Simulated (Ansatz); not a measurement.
SrMgF₄:
```xyz
12
Lattice="1.9650 -7.2423 0.0000 1.9650 7.2423 0.0000 0.0000 0.0000 5.6063" Properties=species:S:1:pos:R:3 pbc="T T T"
Sr     1.9650     2.3148     0.2200
Sr     1.9650    -2.3148     3.0232
Mg     1.9650    -6.0258     3.3349
Mg     1.9650     6.0258     0.5317
F      1.9650    -4.9042     1.7275
F      1.9650     4.9042     4.5307
F      1.9650     6.7312     2.4319
F      1.9650    -6.7312     5.2350
F      1.9650    -4.3144     4.4134
F      1.9650     4.3144     1.6103
F      1.9650     1.2433     3.4745
F      1.9650    -1.2433     0.6713
```

x, y and z are the axes in which the lattice vectors are written.

Problem. Give the proper piezoelectric stress tensor with relaxed ions from DFT-PBEsol in the program Ansatz with PAW potentials.

Solution. In C/m², rows x, y, z, Voigt columns; mesh uncertainty up to 0.00.
```
 0.00   0.00   0.00   0.00   0.08   0.00
 0.00   0.00   0.00   1.33   0.00   0.00
 0.01   0.00  -0.36   0.00   0.00   0.00
```

The elastic tensor of the same run (GPa):

```tsv
	1	2	3	4	5	6
1	169	37.6	66.2	0.0	0.0	0.0
2	37.6	89.5	43.5	0.0	0.0	0.0
3	66.2	43.5	108	0.0	0.0	0.0
4	0.0	0.0	0.0	17.7	0.0	0.0
5	0.0	0.0	0.0	0.0	53.5	0.0
6	0.0	0.0	0.0	0.0	0.0	30.5
```

Problem. Convert to strain constants d = e·S.

Solution. In pC/N:
```
 0.0   0.0   0.0   0.0   1.6   0.0
 0.0   0.0   0.0  75.1   0.0   0.0
 1.7   1.7  -5.1   0.0   0.0   0.0
```

Space group Cmc2_1. The first step of the workflow began from a Materials Project structure, measured or hypothetical; the Crystallography Open Database files this formula in space group No. 36, but the cells were not matched. Its standing as an ambient phase is unchecked. Symmetry was held in the PBEsol relaxation; of distortions, only those at the zone centre were tested.

Potentials: the earlier of the program's two PAW sets.
